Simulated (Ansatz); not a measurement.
Data:

Yb (fcc, Cu type), conventional cell a = b = c = 5.198 Å, α = β = γ = 90.00°. The calculation uses the primitive cell of 1 atom, to which meshes and values per cell refer.

This relaxed cell (volume V₀) is scaled evenly in all directions, its shape held. Symmetry pins the atoms to their sites.

Method: r2SCAN (plane waves to 500 eV, PAW, scalar-relativistic; Ansatz, an electronic-structure program). k mesh 15×15×15 (Γ-centred), Fermi-Dirac smearing 0.05 eV. Energies are smeared free energies. Compression counts positive. The PAW data are Ansatz's earlier set. The relaxed volume of Yb is well below the measured one. Yb is run without spin polarisation. Yb was relaxed with its symmetry unable to fall. The f-shell state is unchecked: a lower one may exist. The zero of ΔE is the relaxed starting cell.

The scan covers V/V₀ from 0.900 to 1.100 in 9 points.

Q: What is ΔE at V/V₀ = 1.100?

A: 19 meV/atom.

Q: What pressure does the cell carry at V/V₀ = 0.900?

A: 2.5 GPa.

Q: What is ΔE at V/V₀ = 0.900?

A: 26 meV/atom.

(Under strain, the slope of the energy per volume gives the stress and its curvature an elastic modulus.)
